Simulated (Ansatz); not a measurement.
**Tl2Se, one cell by several methods**

```
CELL_PARAMETERS angstrom
0.00000 3.77983 3.77983
3.77983 0.00000 3.77983
3.77983 3.77983 0.00000
ATOMIC_POSITIONS crystal
Se 0.00000 0.00000 0.00000
Tl 0.25000 0.25000 0.25000
Tl 0.75000 0.75000 0.75000
```

Atoms are numbered in the order listed.

The cell was built from the fluorite type and relaxed in the same program, and has space group Fm-3m; it needn't be a known or the stable phase.

No spin–orbit coupling, which matters for the heavy atoms here.

Levels of theory: DFT, PBE, PAW with Ansatz's default frozen-core files, scalar-relativistic (Ansatz 0.2.0); DFT, PBE, all-electron LAPW, scalar-relativistic (Ansatz 0.2.0).

For PAW: a Γ-centred 10×10×10 k mesh, Fermi–Dirac smearing of 0.03 eV, cutoff 420 eV, no spin polarisation. LAPW targets a basis error of 0.5 meV/atom. The Ansatz runs share mesh, smearing and spin set-up. Plane-wave (PAW) pressures include the program's estimate of the Pulay term.

Stress and pressure are positive in compression.

Levels count from the Fermi level.

PAW results:

```tsv
quantity	PAW
pressure (GPa)	0.04
highest filled level at W (eV)	-1.014
lowest empty level at W (eV)	0.756
highest filled level at K (eV)	-0.298
lowest empty level at K (eV)	0.583
highest filled level at X (eV)	-0.333
lowest empty level at X (eV)	0.275
```

(1) What does LAPW (all electrons) give for the same quantities?

Answers

(1) 
```csv
quantity,LAPW
pressure (GPa),0.04
highest filled level at W (eV),-1.014
lowest empty level at W (eV),0.756
highest filled level at K (eV),-0.298
lowest empty level at K (eV),0.583
highest filled level at X (eV),-0.333
lowest empty level at X (eV),0.275
```
